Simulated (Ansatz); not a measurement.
Relaxed-ion elastic tensor of IrO3 (ReO3 type, Pm-3m) in GPa (Voigt order), plane-wave PAW PBEsol (Ansatz code); density 7.62 g/cm³, 13.09 Å³ per atom.

|  | 1 | 2 | 3 | 4 | 5 | 6 |
|---|---|---|---|---|---|---|
| 1 | 508 | 65.8 | 65.8 | 0.0 | 0.0 | 0.0 |
| 2 | 65.8 | 508 | 65.8 | 0.0 | 0.0 | 0.0 |
| 3 | 65.8 | 65.8 | 508 | 0.0 | 0.0 | 0.0 |
| 4 | 0.0 | 0.0 | 0.0 | 62.4 | 0.0 | 0.0 |
| 5 | 0.0 | 0.0 | 0.0 | 0.0 | 62.4 | 0.0 |
| 6 | 0.0 | 0.0 | 0.0 | 0.0 | 0.0 | 62.4 |

Problem. Is the crystal mechanically stable?

Solution. Yes: the smallest eigenvalue of C is 62.4 GPa.

Problem. Work out the Voigt, Reuss and Hill averages.

Solution. K_V = 213, K_R = 213, K_H = 213; G_V = 126, G_R = 87.6, G_H = 107 GPa.

Problem. Give Young's modulus, Poisson's ratio, Pugh's ratio and the universal anisotropy index.

Solution. E = 9KG/(3K + G) = 274 GPa; ν = 0.29; K/G = 2.00 (ductile by the Pugh limit of 1.75); A_U = 5G_V/G_R + K_V/K_R − 6 = 2.19.

Problem. Estimate the sound speeds and the Debye temperature.

Solution. v_l = √((K + 4G/3)/ρ) = 6830 m/s, v_t = √(G/ρ) = 3740 m/s, mean 4170 m/s; Θ = (h/k)(3n/4πV)^(1/3) v_m = 527 K.

Problem. Give the Zener ratio and Young's modulus along [100], [110] and [111].

Solution. A = 2C44/(C11 − C12) = 0.28; 1/E = S11 − 2(S11 − S12 − S44/2)Γ with Γ = 0, 1/4, 1/3 gives 493, 204, 171 GPa.

The first step of the workflow began from a Materials Project structure, measured or hypothetical; the Crystallography Open Database copy checked does not list it. Whether it is the stable phase at ambient conditions was not checked. Symmetry was held in the PBEsol relaxation; its stability against distortions is not shown here. No spin polarisation was allowed. With an odd number of electrons in the cell and no spin polarisation, the count alone makes it a metal. As this level gives no gap, shear constants depend on the k-mesh and smearing (Fermi–Dirac, 0.1 eV here). Scalar-relativistic: spin–orbit coupling is off unless named, which matters more the heavier the elements.

Potentials: the later of the program's two PAW sets.
